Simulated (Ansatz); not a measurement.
Given:

Sr₂FeH₆:
```yaml
crystal:
  lattice:
    - [0.00000, 3.63031, 3.63031]
    - [3.63031, 0.00000, 3.63031]
    - [3.63031, 3.63031, 0.00000]
  atoms:
    - { symbol: Sr, position: [0.75000, 0.75000, 0.75000] }
    - { symbol: Sr, position: [0.25000, 0.25000, 0.25000] }
    - { symbol: Fe, position: [0.00000, 0.00000, 0.00000] }
    - { symbol: H, position: [0.78107, 0.78107, 0.21893] }
    - { symbol: H, position: [0.21893, 0.21893, 0.78107] }
    - { symbol: H, position: [0.21893, 0.78107, 0.78107] }
    - { symbol: H, position: [0.78107, 0.21893, 0.21893] }
    - { symbol: H, position: [0.78107, 0.21893, 0.78107] }
    - { symbol: H, position: [0.21893, 0.78107, 0.21893] }
```

This is the LDA-relaxed structure.

Task: All from LDA (plane waves, PAW; program Ansatz), unless another level is named. Estimate the electronic dielectric constant ε∞ (DFPT).

Result: 4.69.

Task: What about the static dielectric constant ε0 (ions relaxed, cell fixed)?

Result: 10.6.

Task: Give the Born charges (a third of the trace).

Result: Sr +2.25, Fe -2.21, H -0.38 e.

Space group Fm-3m. The first step of the workflow began from a Materials Project structure, measured or hypothetical; the Crystallography Open Database copy checked does not list it. Whether it is the stable phase at ambient conditions was not checked. The LDA relaxation kept the symmetry of its start; phonons on a q-mesh show no instability. The run is not spin-polarised. Spin–orbit coupling is left out wherever it is not named.

Potentials: the later of the program's two PAW sets.
